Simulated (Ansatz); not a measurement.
The cell below belongs to a search over invented structures; it isn't taken from experiment.

Input and command of a plane-wave DFT calculation in Ansatz:

```yaml
crystal:
  lattice:
    - [-1.856480904, 1.856480904, 5.0651590101]
    - [1.856480904, -1.856480904, 5.0651590101]
    - [1.856480904, 1.856480904, -5.0651590101]
  atoms:
    - { symbol: Na, position: [0.5, 0.5, 0.0] }
    - { symbol: Al, position: [0.8223504107, 0.8223504107, 0.0] }
    - { symbol: Al, position: [0.1776495893, 0.1776495893, 0.0] }
    - { symbol: O, position: [0.25, 0.75, 0.5] }
    - { symbol: O, position: [0.75, 0.25, 0.5] }
    - { symbol: O, position: [0.0, 0.0, 0.0] }
basis:
  ecutwfc: 500
kpoints:
  mp_grid: { grid: [12, 12, 12] }
hamiltonian:
  xc: r2scan
scf:
  occupations: { method: gaussian, width: 0.1 }
output:
  forces: true
  stress: true
  eigenvalues: true
```

```bash
ansatz run input.yaml --threads 1 --pin off --max-ram 2560MiB --backend cpu --events-out ev --progress --plain --runs-dir out
```

Processor: Arm Neoverse N1, 1 thread, on a host shared with other jobs.

Task: Estimate time, memory and problem size.

Result: About 74 s, peak memory 0.68 GiB. It solves 23 bands at 163 k points (after reduction by symmetry) with about 1791 plane waves, in 9 SCF iterations.
